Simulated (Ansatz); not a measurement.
**MgO$_{2}$: the gap against volume**

MgO$_{2}$, R-3m, a = 3.168 Å, c = 10.372 Å. The structure is a Materials Project entry; whether it is the stable form wasn't checked. Ansatz: PBEsol, PAW, 420 eV, Γ-centred 12×12×12 mesh on 3 atoms, Gaussian smearing 0.02 eV; no spin polarisation. Shape and atoms are relaxed at each volume; x = ln(V/V0) with V0 = 10.014 Å³/atom. The gap is read at the mesh points alone.

| x | gap y (eV) |
| --- | --- |
| -0.0619 | 2.674 |
| -0.0305 | ? |
| 0.0000 | 2.477 |
| 0.0296 | 2.384 |
| 0.0583 | 2.295 |

Problem. Fit a straight line to the other rows, give the volume deformation potential of the gap and its pressure coefficient, and predict the missing gap. B0 = 127.8 GPa.

Solution. Means x = 0.006500, y = 2.4575; Σ(Δx)² = 0.007938, ΣΔxΔy = -0.02505; the slope is their ratio. y = 2.4780 − 3.1559 x. The slope is the deformation potential a = dE_g/d ln V = -3.16 eV, and dE_g/dP = −a/B0 = 24.7 meV/GPa. At x = -0.0305 the fit asked for gives 2.574 eV. The run gave 2.574 eV, the same to the digits shown.

Semilocal functionals give gaps under the measured ones; changes of the gap mostly carry over better.